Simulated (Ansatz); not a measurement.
SiNi2 in space group Pnma (No. 62; Si on 4c, Ni on 4c, Ni on 4c) at seven volumes, plane-wave PAW LDA (Ansatz code), shape and atoms relaxed at each. One row is withheld.

```tsv
V (Å³/atom)	P (GPa)
9.395	27.47
9.705	16.64
10.014	7.57
10.324	0.00
10.634	?
10.944	-11.63
11.253	-15.94
```

Q: Fit the shown pressures and predict the withheld one.

A: P = (3/2)B₀(x^(7/2) − x^(5/2))[1 + (3/4)(B′ − 4)(x − 1)] with x = (V₀/V)^(2/3). Least squares on the six rows gives V₀ = 10.324 Å³/atom, B₀ = 230 GPa, B′ = 5.02. At V = 10.634, x = 0.9805 and P = -6.32 GPa. The run itself gave -6.35 GPa.

The LDA relaxation kept the symmetry of its start; of distortions, only those at the zone centre were tested. The run is not spin-polarised.

Potentials: the later of the program's two PAW sets.
